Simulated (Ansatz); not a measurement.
V2O5 — ⁵¹V NMR of the central transition

Cell: a computed structure from the Materials Project (it need not be an observed phase).

Space group P2_1/m (No. 11); a = 6.2873, b = 3.5539, c = 7.2174 Å, β = 90.14°.

| site | Wyckoff | site symmetry | x | y | z |
| --- | --- | --- | --- | --- | --- |
| V1 | 2e | m | 0.7418 | 0.2500 | 0.7245 |
| V3 | 2e | m | 0.1949 | 0.2500 | 0.9028 |
| O5 | 2e | m | 0.7403 | 0.7500 | 0.8087 |
| O7 | 2e | m | 0.0374 | 0.2500 | 0.7052 |
| O9 | 2e | m | 0.4409 | 0.2500 | 0.8262 |
| O11 | 2e | m | 0.1457 | 0.7500 | 0.9689 |
| O12 | 2e | m | 0.6799 | 0.2500 | 0.5118 |

One atom of each set is listed.

Method: Kohn–Sham DFT in Ansatz, PBE, plane waves and PAW, scalar-relativistic, 420 eV cutoff, Γ-centred 4×6×3 k-points, Fermi–Dirac smearing 0.02 eV.

⁵¹V has I = 7/2 and Q = -52.00 mb (Pyykkö 2018); at 14.1 T its Larmor frequency is ν₀ = 158.1 MHz. Only the quadrupole interaction is simulated: positions count from each site's isotropic chemical shift, and J coupling is left out, as are shift anisotropy and dipolar coupling, which fast spinning averages.

(1) Simulate the second-order pattern (fast magic-angle spinning, Gaussian broadening 0.03 kHz) of site V1 (5 O at 1.58–2.03 Å; also 1 O at 2.32 Å).

Answers

(1) The calculation gives C_Q = -5.48 MHz and η = 0.65, so ν_Q = 0.391 MHz and the centre of gravity lies at -3.50 ppm (-0.553 kHz).

offset (kHz), height and a bar:
```
   -1.369          0 
   -1.332          0 
   -1.296          4 #
   -1.259          8 ##
   -1.222          8 ##
   -1.185          8 ###
   -1.149          9 ###
   -1.112         13 ####
   -1.075         22 #######
   -1.039         23 #######
   -1.002         24 #######
   -0.965         26 ########
   -0.929         27 ########
   -0.892         28 #########
   -0.855         30 #########
   -0.819         33 ##########
   -0.782         36 ###########
   -0.745         42 #############
   -0.709         86 ##########################
   -0.672        100 ##############################
   -0.635         77 #######################
   -0.599         71 #####################
   -0.562         70 #####################
   -0.525         74 ######################
   -0.489         88 ##########################
   -0.452         84 #########################
   -0.415         66 ####################
   -0.379         57 #################
   -0.342         52 ################
   -0.305         48 ##############
   -0.268         45 #############
   -0.232         42 #############
   -0.195         40 ############
   -0.158         38 ###########
   -0.122         36 ###########
   -0.085         34 ##########
   -0.048         31 #########
   -0.012          9 ###
    0.025          0 
    0.062          0
```

The largest force is 0.6 eV/Å, so the atoms aren't at the calculated equilibrium and relaxing them would move these values.
